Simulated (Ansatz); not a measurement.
Te:
```
Te
1.0
    4.51650     0.00000     0.00000
   -2.25825     3.91140     0.00000
    0.00000     0.00000     5.92523
Te
3
Cartesian
  1.17798   0.00000   1.97508
 -0.58899   1.02016   3.95015
  1.66926   2.89124   0.00000
```

Relaxed with r²SCAN+D4. Special points in fractions of this cell's reciprocal vectors: Γ (0.000, 0.000, 0.000); M (0.500, 0.000, 0.000); K (0.333, 0.333, 0.000); A (0.000, 0.000, 0.500); L (0.500, 0.000, 0.500); H (0.333, 0.333, 0.500).

### Question
List the band energies nearest the valence-band maximum at these points for DFT-r²SCAN+D4 in the program Ansatz with PAW potentials.

### Answer
In eV from the valence-band maximum; about four levels below and three above (degenerate sets whole), none deeper than 8.9 eV; points with the same levels are listed once.

```
k                          below           above
-  -----------------------------  --------------
Γ  -2.93 -2.93 -1.72 -1.72 -0.79  1.17 1.17 1.77
M        -3.61 -3.43 -1.19 -0.91  1.14 1.26 3.49
K        -3.04 -3.04 -2.89 -2.59  3.01 3.01 3.36
A  -2.81 -2.81 -1.44 -1.16 -1.16  0.66 0.80 0.80
L        -3.75 -2.38 -2.04 -0.18  1.01 2.09 2.70
H  -5.04 -5.04 -1.10 -0.03 -0.03  0.40 1.66 1.66
```

Space group P3_121 (trigonal Se type). The r²SCAN+D4 relaxation kept the symmetry of its start. Scalar-relativistic: spin–orbit coupling is off unless named, which matters more the heavier the elements.

Potentials: the earlier of the program's two PAW sets.
